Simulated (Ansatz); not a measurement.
**Property card for Y₃Ge**

These are results of DFT PBE, scalar-relativistic, plane waves, PAW in Ansatz 0.2.0, not measurements.

Settings: cutoff 420 eV, Γ-centred mesh 12×12×6 on the computed 4-atom cell, Gaussian smearing of 0.10 eV; no spin polarisation.

The structure is relaxed at this level of theory with its symmetry kept, and needn't be the ground state of this composition.

```
Y Ge
1.0
     3.59921    0.00000    0.00000
    -1.79960    3.11701    0.00000
     0.00000    0.00000   10.29919
Y Ge
3 1
Direct
  0.33333 0.66667 0.21462
  0.66667 0.33333 0.50000
  0.33333 0.66667 0.78538
  0.00000 0.00000 0.00000
```

```json
{"Space group": "P-6m2 (No. 187)", "Volume per atom": "194.9 bohr³", "Formation energy from the elements' standard states (uncorrected)": "-0.202 eV/atom", "Kohn–Sham band gap": "none (metal)", "Density of states at the Fermi level": "5.4 states/eV per cell", "Orbital (Löwdin) character within 0.5 eV of the Fermi level": "Y 4d 76 %, Ge 4p 12 %, unprojected 4 %", "Bader charge by site (e)": "Y (2 in the cell) 0.78, Y (1 in the cell) -0.24, Ge (1 in the cell) -1.30"}
```

Spin polarisation was left out, and a magnetic state may lie lower.

The cell was found from a structure generator's guess, not taken from experiment. Löwdin shares on free-atom orbitals overweight diffuse shells.
